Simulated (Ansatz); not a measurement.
**MoS2 with phosphorus replacing Mo: do the settings matter for the field gradients?**

This input was run with Ansatz:

```yaml
crystal:
  lattice:
    - [6.338, 0.0, 0.0]
    - [-3.169, 5.4888690092, 0.0]
    - [0.0, 0.0, 12.324]
  atoms:
    - { symbol: P, position: [0.1666666666, 0.3333333334, 0.25] }
    - { symbol: Mo, position: [0.1666666666, 0.8333333334, 0.25] }
    - { symbol: Mo, position: [0.6666666666, 0.3333333334, 0.25] }
    - { symbol: Mo, position: [0.6666666666, 0.8333333334, 0.25] }
    - { symbol: Mo, position: [0.3333333334, 0.1666666666, 0.75] }
    - { symbol: Mo, position: [0.3333333334, 0.6666666666, 0.75] }
    - { symbol: Mo, position: [0.8333333334, 0.1666666666, 0.75] }
    - { symbol: Mo, position: [0.8333333334, 0.6666666666, 0.75] }
    - { symbol: S, position: [0.1666666666, 0.3333333334, 0.623] }
    - { symbol: S, position: [0.1666666666, 0.8333333334, 0.623] }
    - { symbol: S, position: [0.6666666666, 0.3333333334, 0.623] }
    - { symbol: S, position: [0.6666666666, 0.8333333334, 0.623] }
    - { symbol: S, position: [0.3333333334, 0.1666666666, 0.123] }
    - { symbol: S, position: [0.3333333334, 0.6666666666, 0.123] }
    - { symbol: S, position: [0.8333333334, 0.1666666666, 0.123] }
    - { symbol: S, position: [0.8333333334, 0.6666666666, 0.123] }
    - { symbol: S, position: [0.1666666666, 0.3333333334, 0.877] }
    - { symbol: S, position: [0.1666666666, 0.8333333334, 0.877] }
    - { symbol: S, position: [0.6666666666, 0.3333333334, 0.877] }
    - { symbol: S, position: [0.6666666666, 0.8333333334, 0.877] }
    - { symbol: S, position: [0.3333333334, 0.1666666666, 0.377] }
    - { symbol: S, position: [0.3333333334, 0.6666666666, 0.377] }
    - { symbol: S, position: [0.8333333334, 0.1666666666, 0.377] }
    - { symbol: S, position: [0.8333333334, 0.6666666666, 0.377] }
total_charge: 1
kpoints:
  mp_grid: { grid: [4, 4, 2] }
scf:
  occupations: { method: fermi_dirac, width: 0.01 }
hamiltonian:
  xc: pbe
  pseudopotentials: { kind: paw, source: ansatz }
output:
  forces: true
  stress: true
  populations: true
  efg:
    quadrupole_moments_barn: { Mo: -0.022, S: -0.0694 }
    contact_densities: true
```

```sh
ansatz run input.yaml --threads 1 --pin off --max-ram 3072MiB --backend cpu --events-out ev --progress --plain --runs-dir out
```

It converged. Of its output the block on the nuclei alone is shown, without the SCF iterations, energies, forces and stress (one atom of each set):

```
--- PAW observables at the nuclei: V_zz in 10²¹ V/m², potentials from the cell's mean, atoms counted from 1 ---
  atom   1  P  V_zz =    -1.399222   η = 0.0000   by run symmetry: allowed
            electrostatic potential = -1494.368644 V   contact ρ = 16122.667461 e/Å³
  atom   2  Mo V_zz =   -11.026546   η = 0.1734   by run symmetry: allowed   C_q = +5.8657 MHz
            electrostatic potential = -6352.874157 V   contact ρ = 619195.749837 e/Å³
  atom   5  Mo V_zz =    -6.798394   η = 0.0132   by run symmetry: allowed   C_q = +3.6165 MHz
            electrostatic potential = -6353.002863 V   contact ρ = 619194.105613 e/Å³
  atom   8  Mo V_zz =    -6.602218   η = 0.0000   by run symmetry: allowed   C_q = +3.5121 MHz
            electrostatic potential = -6352.998122 V   contact ρ = 619194.029487 e/Å³
  atom   9  S  V_zz =    -4.807388   η = 0.0000   by run symmetry: allowed   C_q = +8.0672 MHz
            electrostatic potential = -1636.101386 V   contact ρ = 19868.143580 e/Å³
  atom  10  S  V_zz =    -4.600865   η = 0.0068   by run symmetry: allowed   C_q = +7.7206 MHz
            electrostatic potential = -1636.080053 V   contact ρ = 19867.993546 e/Å³
  atom  13  S  V_zz =    +4.888967   η = 0.9394   by run symmetry: allowed   C_q = -8.2041 MHz
            electrostatic potential = -1635.987128 V   contact ρ = 19869.796935 e/Å³
  atom  16  S  V_zz =    -6.114316   η = 0.0000   by run symmetry: allowed   C_q = +10.2603 MHz
            electrostatic potential = -1635.782353 V   contact ρ = 19868.665523 e/Å³
```

Question: Can these gradients be trusted, and how do they compare with a run on standard settings?

Answer: They agree with the standard run. Against the standard input the change is `hamiltonian.pseudopotentials`: {kind: paw} → {kind: paw, source: ansatz}. A site carries the number of its first atom; V_zz in 10²¹ V/m².

```
site  V_zz standard  η standard  V_zz here  η here
   P          -1.39        0.00      -1.40    0.00
 Mo2         -10.73        0.20     -11.03    0.17
 Mo5          -6.63        0.01      -6.80    0.01
 Mo8          -6.44        0.00      -6.60    0.00
  S9          -4.79        0.00      -4.81    0.00
 S10          -4.58        0.01      -4.60    0.01
 S13           4.86        0.94       4.89    0.94
 S16          -6.09        0.00      -6.11    0.00
```

The largest change of V_zz is on Mo2, from -10.73 to -11.03. In per cent, |V_zz| changes by +3 on Mo, 0 to +1 on S (all sites that start above 2). The cutoff that the program takes moves with it, from 420 to 600 eV. The changed run reads another set of PAW files. SCF iterations: 14 and 13.

On the reference run: The run isn't spin-polarised, and a state with spin may lie lower. The defect repeats with the cell of 24 atoms, so it feels its images: sites between two images don't show the values beside a lone defect, and zeros or small values of η there can come from the images' arrangement. Mo and S carry a gradient in the pure host already, so the values there aren't the defect's effect alone. A uniform background compensates the cell's charge. The defect cell has no gap above 0.1 eV on its mesh, so the values can hang on the smearing and the k-mesh. Without spin–orbit coupling (the program notes it for Mo) the gradients can shift somewhat, as the gap is small. The neighbours have not yet relaxed around the defect (largest force 0.80 eV/Å), so a real crystal will differ.
